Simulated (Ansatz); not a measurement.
The polar optical mode of LiCl at 25 GPa, worked through

The calculation used DFT LDA, scalar-relativistic, plane waves, PAW in Ansatz. Plane waves to 420 eV; Γ-centred k mesh 10×10×10; fixed occupations. No spin polarisation. Phonons by linear response, acoustic sum rule imposed.

The cell, relaxed at 25 GPa:
```cif
data_structure
_symmetry_space_group_name_H-M 'Fm-3m'
_symmetry_Int_Tables_number 225
_cell_length_a 4.4751
_cell_length_b 4.4751
_cell_length_c 4.4751
_cell_angle_alpha 90.000
_cell_angle_beta 90.000
_cell_angle_gamma 90.000
_cell_volume 89.62
loop_
_atom_site_label
_atom_site_type_symbol
_atom_site_symmetry_multiplicity
_atom_site_Wyckoff_symbol
_atom_site_fract_x
_atom_site_fract_y
_atom_site_fract_z
_atom_site_occupancy
Li1 Li 4 a 0.00000 0.00000 0.00000 1
Cl1 Cl 4 b 0.50000 0.00000 0.00000 1
```

Other phases may be more stable at this pressure.

Linear response gives ν_TO = 451.4 cm⁻¹, Born charges ±1.082 e (positive on Li) and ε∞ = 3.758. The primitive cell holds 22.405 Å³, and the masses are 6.940 and 35.450 amu.

Task: Find ν_LO and the static dielectric constant.

Result: The long-wave field adds a restoring force: ω_LO² − ω_TO² = Z*²e²/(ε_vac ε∞ μV). In these units ν_LO² − ν_TO² = 4.92064×10⁷ Z*²/(μ V ε∞) cm⁻², with μ = m₁m₂/(m₁ + m₂) = 5.804 amu: 117871 cm⁻². So ν_LO = √(451.4² + 117871) = 567.2 cm⁻¹, and the run gives 567.1. Lyddane–Sachs–Teller then gives ε0 = ε∞ (ν_LO/ν_TO)² = 5.93, against 5.93 in the run (it forms both from the same three quantities, so the match checks the arithmetic only). Between ν_TO and ν_LO the dielectric function is negative and an undamped crystal reflects fully: a reststrahlen band from 17.6 to 22.2 μm.

Task: What do the Clausius–Mossotti polarisability and the Szigeti charge come to?

Result: With the Lorentz local field, α = (3V/4π)(ε∞ − 1)/(ε∞ + 2) = 2.56 Å³ for the pair, and e_S = 3Z*/(ε∞ + 2) = 0.56 e. The Born charge includes the electrons' response to the dipole's own local field, and e_S takes that enhancement out. The Lorentz field assumes point-like polarisable ions, a fair picture at this small ε∞.

Task: How strongly does a slow electron couple to the LO mode?

Result: For one isotropic parabolic band, Fröhlich's constant is α_F = (1/ε∞ − 1/ε0) √(m* Ry/ħω_LO), with Ry = 13.606 eV, ħω_LO = 70.3 meV and m* in free-electron masses: α_F = 0.0975 × 13.91 × √m* = 1.36 √m*. The band mass isn't part of this run; for m* = 0.1, 0.3 and 1 it gives 0.43, 0.74, 1.36. In weak coupling the polaron lies α_F ħω_LO below the band edge (52 meV at m* = 0.3) with a mass m*(1 + α_F/6); past α_F of about 5 or 6 that expansion fails. A semilocal functional's ε∞ tends to be too large, which taken alone lowers α_F.